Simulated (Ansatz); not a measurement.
**The polar optical mode of LiF at 10.2 GPa, worked through**

The calculation used DFT PBE, scalar-relativistic, plane waves, PAW in Ansatz. Cutoff 420 eV, 10×10×10 k-points (Γ-centred), fixed occupations. No spin polarisation. Phonons by linear response, acoustic sum rule imposed.

The cell is fixed (symmetry leaves no force on the atoms) and stands under 10.2 GPa:
```cif
data_structure
_symmetry_space_group_name_H-M 'Fm-3m'
_symmetry_Int_Tables_number 225
_cell_length_a 3.9102
_cell_length_b 3.9102
_cell_length_c 3.9102
_cell_angle_alpha 90.000
_cell_angle_beta 90.000
_cell_angle_gamma 90.000
_cell_volume 59.79
loop_
_atom_site_label
_atom_site_type_symbol
_atom_site_symmetry_multiplicity
_atom_site_Wyckoff_symbol
_atom_site_fract_x
_atom_site_fract_y
_atom_site_fract_z
_atom_site_occupancy
Li1 Li 4 a 0.00000 0.00000 0.00000 1
F1 F 4 b 0.50000 0.00000 0.00000 1
```

The cell is the ideal cubic rocksalt prototype.

Linear response gives ν_TO = 366.5 cm⁻¹, Born charges ±1.042 e (positive on Li) and ε∞ = 2.085. The primitive cell holds 14.946 Å³, and the masses are 6.940 and 18.998 amu.

Problem. Find ν_LO and the static dielectric constant.

Solution. The long-wave field adds a restoring force: ω_LO² − ω_TO² = Z*²e²/(ε_vac ε∞ μV). In these units ν_LO² − ν_TO² = 4.92064×10⁷ Z*²/(μ V ε∞) cm⁻², with μ = m₁m₂/(m₁ + m₂) = 5.083 amu: 337094 cm⁻². So ν_LO = √(366.5² + 337094) = 686.6 cm⁻¹, and the run gives 686.6. Lyddane–Sachs–Teller then gives ε0 = ε∞ (ν_LO/ν_TO)² = 7.32, against 7.32 in the run (it forms both from the same three quantities, so the match checks the arithmetic only). Between ν_TO and ν_LO the dielectric function is negative and an undamped crystal reflects fully: a reststrahlen band from 14.6 to 27.3 μm.

Problem. What do the Clausius–Mossotti polarisability and the Szigeti charge come to?

Solution. With the Lorentz local field, α = (3V/4π)(ε∞ − 1)/(ε∞ + 2) = 0.95 Å³ for the pair, and e_S = 3Z*/(ε∞ + 2) = 0.77 e. The Born charge includes the electrons' response to the dipole's own local field, and e_S takes that enhancement out. The Lorentz field assumes point-like polarisable ions, a fair picture at this small ε∞.

Problem. How strongly does a slow electron couple to the LO mode?

Solution. For one isotropic parabolic band, Fröhlich's constant is α_F = (1/ε∞ − 1/ε0) √(m* Ry/ħω_LO), with Ry = 13.606 eV, ħω_LO = 85.1 meV and m* in free-electron masses: α_F = 0.3430 × 12.64 × √m* = 4.34 √m*. The band mass isn't part of this run; for m* = 0.1, 0.3 and 1 it gives 1.37, 2.37, 4.34. In weak coupling the polaron lies α_F ħω_LO below the band edge (202 meV at m* = 0.3) with a mass m*(1 + α_F/6); past α_F of about 5 or 6 that expansion fails. A semilocal functional's ε∞ tends to be too large, which taken alone lowers α_F.

Cost: 1 run of about 0.053 core-minutes, on Intel Xeon 6975P-C (Granite Rapids) (shared hosts).